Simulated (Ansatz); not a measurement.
# Bands of H2Pt

```
CELL_PARAMETERS angstrom
2.88746 0.00000 0.00000
-1.44373 2.50061 0.00000
0.00000 0.00000 4.68892
ATOMIC_POSITIONS crystal
Pt 0.00000 0.00000 0.00000
H 0.33333 0.66667 0.17888
H 0.66667 0.33333 0.82112
```

Atom numbers follow the list: Pt1, H2, H3.

The cell was built from the CdI2 type and relaxed in the same program, and has space group P-3m1; it needn't be a known or the stable phase.

Spin–orbit coupling is left out, though it moves levels of the heavy atoms by tenths of an eV or more.

Method: DFT, PBE, all-electron LAPW, scalar-relativistic (Ansatz 0.2.0).

Sampling and basis: a Γ-centred 14×14×8 k mesh, Fermi–Dirac smearing of 0.05 eV, basis error target 0.5 meV/atom, no spin polarisation.

Points in fractions of the reciprocal vectors of this cell: Γ (0, 0, 0), M (0.5, 0, 0), K (0.333, 0.333, 0), A (0, 0, 0.5), L (0.5, 0, 0.5), H (0.333, 0.333, 0.5). The path joins them by straight lines in the order Γ–M–K–Γ–A–L–H–A–L; legs that retrace an earlier one aren't tabulated. Energies are in eV from the Fermi level.

Task: Is there a gap?

Result: none: bands cross the Fermi level, a metal.

Task: List the levels between -5 and 5 eV at the symmetry points.

Result: 
Γ: -4.03 (×2), -4.00, -3.80, -1.75 (×2)
M: -2.44, -2.42, -0.79, 2.57
K: -3.72 (×2), -2.26, 2.36, 2.36 (×2)
A: -4.82, -4.03 (×2), -3.33, -1.76 (×2)
L: -4.89, -2.44, -2.13, -0.79, 2.94, 3.75
H: -3.78 (×2), -2.04, 2.65 (×2), 2.75
